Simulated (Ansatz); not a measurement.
AlIr in space group Cmcm (No. 63; Al on 4c, Ir on 4c), PBEsol in the plane-wave PAW code Ansatz, all energies at zero smearing, with the estimated change up to a 700 eV cutoff added, with one set of potentials and settings (totals compare only within such a set). Cell of 4 atoms (2 Al, 2 Ir): -24652.107 eV.

```
element             reference phase  E (eV/atom)
-------  --------------------------  -----------
Al       Fm-3m, 1 atoms in the cell    -524.5512
Ir       Fm-3m, 1 atoms in the cell  -11800.4472
```

Formation energy per atom, worked out: (-24652.107 − 2×(-524.5512) − 2×(-11800.4472))/4 = -0.527 eV/atom (-51 kJ per mol of atoms), at 0 K, without zero-point energy or fitted corrections.

The start of the workflow was typed in or built on a structure type; neither database checked (COD, Materials Project) lists it. Its standing as an ambient phase is unchecked. The PBEsol relaxation kept the symmetry of its start; its stability against distortions is not shown here. No spin polarisation was allowed. The references are the lowest solids computed at this level, not always the standard phases. Scalar-relativistic: spin–orbit coupling is off unless named, which matters more the heavier the elements.

Potentials: the earlier of the program's two PAW sets. The files were generated under PBE; for other functionals the program regenerates the frozen cores, and for LDA and PBEsol the local potential too.
